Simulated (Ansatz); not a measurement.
TaTe (CsCl type, Pm-3m) at seven volumes, plane-wave PAW PBE (Ansatz code), scaled uniformly. One row is withheld.

```csv
V (Å³/atom),P (GPa)
18.187,17.04
18.787,10.37
19.386,?
19.986,0.00
20.585,-4.00
21.185,-7.35
21.784,-10.16
```

**Question.** Fit the shown pressures and predict the withheld one.

**Answer.** P = (3/2)B₀(x^(7/2) − x^(5/2))[1 + (3/4)(B′ − 4)(x − 1)] with x = (V₀/V)^(2/3). Least squares on the six rows gives V₀ = 19.986 Å³/atom, B₀ = 145 GPa, B′ = 4.72. At V = 19.386, x = 1.0205 and P = 4.75 GPa. The run itself gave 4.74 GPa.

The start of the workflow was typed in or built on a structure type; neither database checked (COD, Materials Project) lists it. Whether it is the stable phase at ambient conditions was not checked. The PBE relaxation kept the symmetry of its start; whether a distortion lowers the energy is not shown. No spin polarisation was allowed. Its formation energy is positive at this level, so the cell may be metastable or incomplete. Spin–orbit coupling is left out wherever it is not named.

Potentials: the earlier of the program's two PAW sets.
